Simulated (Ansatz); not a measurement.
Structure relaxation, PbS

The start is a generated cell, PbS built in the rocksalt structure type. The cell and all atomic positions are relaxed at zero pressure with r2SCAN (plane waves to 500 eV, PAW, scalar-relativistic; Ansatz, a quantum-chemistry and plane-wave program). First-step values are on the input's coarse k-mesh.

Ansatz input (later rounds restart from its end on a renewed k-mesh):
Ansatz 0.2 input:
```yaml
crystal:
  lattice:
    - [0, 2.883795, 2.883795]
    - [2.883795, 0, 2.883795]
    - [2.883795, 2.883795, 0]
  atoms:
    - { symbol: S, position: [0, 0, 0] }
    - { symbol: Pb, position: [0.5, 0.5, 0.5] }
basis: { ecutwfc: 500, ecutrho_ratio: 4, xc_grid: 4, fft_grid_basis: typed }
kpoints: { mp_grid: { grid: [7, 7, 7] } }
hamiltonian:
  xc: r2scan
  dispersion: none
  pseudopotentials: { kind: paw }
scf: { occupations: { method: fermi_dirac, width: 0.05 } }
relax: { f_tol: 0.01, max_steps: 100, cell: { stress_tol: 0.02 } }
output: { forces: true, stress: true }
```

**Question.** How large is the pressure on the unrelaxed cell, and of which sign?

**Answer.** +7.6 GPa (positive: the cell is compressed).

**Question.** How much energy is released per atom?

**Answer.** 0.06 eV/atom.

**Question.** How does the volume change?

**Answer.** +11.2 %, from 23.98 to 26.66 Å³/atom.

**Question.** How do the shortest distances between atoms change?

**Answer.** The closest pairs of elements (up to four, under 3.6 Å), start → end: Pb–S 2.88 → 2.99 Å.

**Question.** Give the final cell and atomic positions.

**Answer.** 
```cif
data_Pb4S4
_chemical_formula_sum 'S4 Pb4'
_space_group_name_H-M_alt 'Fm-3m'
_space_group_IT_number 225
_space_group_name_Hall '-F 4 2 3'
_cell_length_a 5.97449
_cell_length_b 5.97449
_cell_length_c 5.97449
_cell_angle_alpha 90.000
_cell_angle_beta 90.000
_cell_angle_gamma 90.000
loop_
_atom_site_label
_atom_site_type_symbol
_atom_site_symmetry_multiplicity
_atom_site_Wyckoff_symbol
_atom_site_fract_x
_atom_site_fract_y
_atom_site_fract_z
_atom_site_occupancy
S1 S 4 a 0.00000 0.00000 0.00000 1
Pb1 Pb 4 b 0.50000 0.50000 0.50000 1
```
(The calculation used a cell of 2 atoms; values per cell refer to that cell.)

The space group stays Fm-3m (No. 225) (the run could not lower it); the end is rock salt type, with 2 atoms in the primitive cell. Final values are on a 10×10×10 k-mesh of the relaxed cell. No spin polarisation in the result.

The run could not lose the symmetry of its start.

All atoms sit on sites fixed by symmetry, so only the cell could relax.
